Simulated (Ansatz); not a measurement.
Phonons of a relaxed structure of C by density-functional perturbation theory (low response-accuracy setting, no LO–TO term) at Γ and zone-boundary points with q components 0 or ½ of the primitive reciprocal vectors. The numbers are results of r2SCAN (plane waves to 500 eV, PAW, scalar-relativistic; Ansatz, an electronic-structure program), not measurements. Γ-centred k-mesh 12×12×12, Fermi–Dirac smearing 0.05 eV.

```
CELL_PARAMETERS angstrom
      0.00000     1.78013     1.78013
      1.78013     0.00000     1.78013
      1.78013     1.78013     0.00000
ATOMIC_POSITIONS crystal
  C  0.50000 0.50000 0.50000
  C  0.75000 0.75000 0.75000
```

Space group Fd-3m (No. 227), diamond type.

| q | wavenumbers (cm⁻¹; i marks imaginary) |
|---|---|
| Γ | 0 (×3), 1323 (×3) |
| L (½, 0, 0) | 560 (×2), 1058, 1220 (×2), 1283 |
| X (½, ½, 0) | 802 (×2), 1074 (×2), 1223 (×2) |

No instability shows at these points (nothing beyond 15i cm⁻¹, the threshold used here). Other wavevectors were not sampled, so this does not prove stability.

No spin polarisation in the result.
